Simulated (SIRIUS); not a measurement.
Worked example: self-consistent single point of SnSe2 (P-3m1, 6 atoms in the cell; from Materials Project mp-665, changed as shown) in SIRIUS.

All values come from this method and carry its errors: PBE, GBRV PBE ultrasoft pseudopotentials (plane waves; SIRIUS).

The change in words: lattice scaled by 1.02. Reference geometry (P-3m1):
```
SnSe2
1.0
    3.93372     0.00000     0.00000
    0.00000     6.81341     0.00000
    0.00000     0.00000     6.64089
Sn Se
2 4
Direct
  0.00000   0.00000   0.00000
  0.50000   0.50000   0.00000
  0.50000   0.16667   0.75710
  0.00000   0.33333   0.24290
  0.00000   0.66667   0.75710
  0.50000   0.83333   0.24290
```

Reference input (self-consistent single point, DFT, PBE, plane waves, GBRV PBE ultrasoft pseudopotentials): parameters.ngridk = 6 4 4; parameters.xc_functionals = [XC_GGA_X_PBE, XC_GGA_C_PBE]; parameters.gk_cutoff = 6.325 1/bohr; parameters.pw_cutoff = 14.143 1/bohr; parameters.smearing = fermi_dirac; parameters.smearing_width = 0.00183747 Ha; potentials = GBRV PBE ultrasoft pseudopotentials; parameters.electronic_structure_method = pseudopotential; parameters.num_bands = 31; parameters.num_mag_dims = 0; parameters.num_dft_iter = 100; parameters.energy_tol = 1e-07 Ha. This run's input differs from it in these lines:

```diff
@@ -32,5 +32,5 @@
     "lattice_vectors": [
-      [7.4336553407, 0.0, 0.0],
-      [0.0, 12.8754694262, 0.0],
-      [0.0, 0.0, 12.5494689929]
+      [7.5823276538, 0.0, 0.0],
+      [0.0, 13.1329786257, 0.0],
+      [0.0, 0.0, 12.8004586374]
     ],
@@ -45,9 +45,9 @@
         [0.0, 0.0, 0.0],
-        [1.9668605, 3.4067025, 0.0]
+        [2.0061975, 3.4748365, 0.0]
       ],
       "Se": [
-        [1.9668605, 1.1355697711, 5.0278200903],
-        [0.0, 2.2711327289, 1.6130729097],
-        [0.0, 4.5422722711, 5.0278200903],
-        [1.9668605, 5.6778352289, 1.6130729097]
+        [2.0061975, 1.1582811499, 5.1283765981],
+        [0.0, 2.3165553501, 1.6453344019],
+        [0.0, 4.6331176499, 5.1283765981],
+        [2.0061975, 5.7913918501, 1.6453344019]
       ]
```

Output (repeated stretches shortened):

```
[find] density tolerance         : 1e-06
[find] total energy tolerance    : 1e-07
[find] iter_solver_tol (initial) : 0.01
[find] iter_solver_tol (target)  : 1e-13
[find] num_dft_iter              : 100
Charges and magnetic moments
--------------------------------------------------------------------------------
total charge          : 52.000000
[find] | SCF iteration   0 out of 100|
[diagonalize] iterative solver tolerance (occupied, empty): 0.01 0.01
[diagonalize] average number of iterations: 2
[find] Charges and magnetic moments
[find] total charge          : 52.000000
[find] Energy
[find] smearing (-TS)                 :      -0.00000005
   [... lines left out ...]

[find] Charges and magnetic moments
[find] total charge          : 52.000000
[find] Energy
[find] smearing (-TS)                 :      -0.00001795
[find] Total energy                   :    -246.50647585 (Ha),    -493.01295170 (Ry)
[find] Free energy (E-TS)             :    -246.50649380 (Ha),    -493.01298759 (Ry)
[find] band gap (eV)                  :       0.54212785
[find] Efermi                         :       0.16533531
[find] iteration : 29, RMS (target) : 9.0809e-07 (1.0000e-06) , energy difference (target) : -9.7990e-10 (1.0000e-07)
[find] bands are converged : false
[find] iterative solver converged : false
[find] converged after 30 SCF iterations!
[find] Charges and magnetic moments
[find] total charge          : 52.000000
[find] Energy
[find] smearing (-TS)                 :      -0.00001795
[find] Total energy                   :    -246.50647585 (Ha),    -493.01295170 (Ry)
[find] Free energy (E-TS)             :    -246.50649380 (Ha),    -493.01298759 (Ry)
[find] band gap (eV)                  :       0.54212785
[find] Efermi                         :       0.16533531
[ground_state] === stress tensor components [kbar] ===
[ground_state] === stress_total ===
[ground_state]    44.777675    0.000000    0.000000
[ground_state]     0.000000   45.473442    0.126487
[ground_state]     0.000000    0.126487   39.974588
[ground_state] ==== total Forces in Ha/bohr =====
[ground_state] atom:    0, force:       0.0000000      0.0000000      0.0000000
[ground_state] atom:    1, force:       0.0000000      0.0000000      0.0000000
[ground_state] atom:    2, force:       0.0000000      0.0000488      0.0135119
[ground_state] atom:    3, force:      -0.0000000     -0.0000488     -0.0135119
[ground_state] atom:    4, force:       0.0000000      0.0000488      0.0135119
[ground_state] atom:    5, force:      -0.0000000     -0.0000488     -0.0135119
```

The run converged in 30 iterations. SIRIUS prints the stress tensor with tension positive. Against the reference run the free energy rises by 36.4 meV/atom, the pressure goes from -2.02 to -4.34 GPa, the largest force goes from 0.317 to 0.695 eV/Å and the gap on the mesh goes from 0.630 to 0.542 eV.

The structure comes from a collection of computed structures, made at another level of theory; the collection holds predicted forms beside known ones. Its lattice was then scaled.

Cost on one core: very roughly 3 core-minutes.

The gap that the log prints is read on the run's mesh, which can miss the band edges or a crossing.
